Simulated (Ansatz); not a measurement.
C in space group C2/m (No. 12; C on 4i, C on 4i, C on 4i, C on 4i) at seven volumes, PBEsol (plane waves, PAW; program Ansatz), shape and atoms relaxed at each. One row is withheld.

```csv
V (Å³/atom),P (GPa)
5.349,46.60
5.526,28.83
5.702,13.40
5.878,0.00
6.055,-11.64
6.231,-21.75
6.407,?
```

Problem. Fit the shown pressures and predict the withheld one.

Solution. Third-order Birch–Murnaghan: P = (3/2)B₀(x^(7/2) − x^(5/2))[1 + (3/4)(B′ − 4)(x − 1)] with x = (V₀/V)^(2/3). Least squares on the six rows gives V₀ = 5.879 Å³/atom, B₀ = 415.8 GPa, B′ = 3.66. At V = 6.407, x = 0.9443 and P = -30.54 GPa. The run itself gave -30.52 GPa.

The start of the workflow was typed in or built on a structure type; the Crystallography Open Database copy checked does not list it. It is not the phase usual at ambient conditions (space group No. 194, 227). The cell was relaxed with PBEsol under the symmetry of its start; its stability against distortions is not shown here.

Potentials: the later of the program's two PAW sets.
